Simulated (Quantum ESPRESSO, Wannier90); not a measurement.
# Wannierisation of Se (R-3)

```
CELL_PARAMETERS angstrom
      0.00000     0.00000     4.83952
     -5.65532    -3.26510    -1.61317
      5.65532    -3.26510    -1.61317
ATOMIC_POSITIONS crystal
  Se 0.09273 0.24359 0.36682
  Se 0.90727 0.75641 0.63318
  Se 0.72591 0.63318 0.87677
  Se 0.27409 0.36682 0.12323
  Se 0.84914 0.12323 0.75641
  Se 0.15086 0.87677 0.24359
```

Structure: Materials Project mp-147, symmetrised, not relaxed again. COD (Crystallography Open Database) has the formula in 4 space groups, this one among them (matched by group alone). Computed values, not measurements, from PBEsol: Quantum ESPRESSO (norm-conserving PseudoDojo potentials, cutoff 69 Ry, no spin polarisation, no spin-orbit coupling) on a Γ-centred 4×4×4 mesh, then Wannier90. Density: 8×8×8 mesh, cold smearing 0.01 Ry. The cell is built of weakly bound layers, chains or molecules, whose nearest atoms lie 3.42 Å apart. Database cells relaxed without dispersion often hold them too far apart, which can enlarge gaps and weakens couplings between them; spacing and stacking were not compared with the measured crystal. Spin-orbit coupling, left out, would split the p-like bands by a few tenths of an eV.

The lattice is scaled uniformly with fixed fractional positions (axis ratios and free coordinates are held, so this isn't the response to pressure), and at each scale an atom-like model (Se sp; disentangled, num_iter = 0) is made. Listed is the largest hopping of each kind of orbital pair shown, with the distance of the two functions' centres at scale 1; the mesh was not varied.

| scale | gap (eV) | modulus of t, Se3 px–Se2 px at 2.52 Å (eV) | modulus of t, Se3 s–Se2 px at 2.43 Å (eV) | modulus of t, Se3 s–Se2 s at 2.36 Å (eV) |
|---|---|---|---|---|
| 0.980 | 1.448 | 2.253 | 2.232 | 1.440 |
| 0.990 | 1.397 | 2.197 | 2.151 | 1.375 |
| 1.000 | 1.349 | 2.142 | 2.072 | 1.313 |
| 1.010 | 1.302 | 2.088 | 1.995 | 1.254 |
| 1.020 | 1.257 | 2.034 | 1.921 | 1.198 |

### Question
With |t| ∝ d^(−η), find η for each hopping from the ends of the series, and the volume deformation potential of the gap at scale 1.

### Answer
- Se3 px–Se2 px at 2.52 Å: η = −ln(2.034/2.253)/ln(1.020/0.980) = 2.6
- Se3 s–Se2 px at 2.43 Å: η = −ln(1.921/2.232)/ln(1.020/0.980) = 3.8
- Se3 s–Se2 s at 2.36 Å: η = −ln(1.198/1.440)/ln(1.020/0.980) = 4.6
Harrison's rules would take η = 2.0, 2.0, 2.0 for these pairs; they describe atomic orbitals, while these are orthogonalised and change shape with the volume.
Volume deformation potential of the gap: dE_g/d ln V = (1.302 − 1.397)/(3 ln(1.010/0.990)) = -1.6 eV.
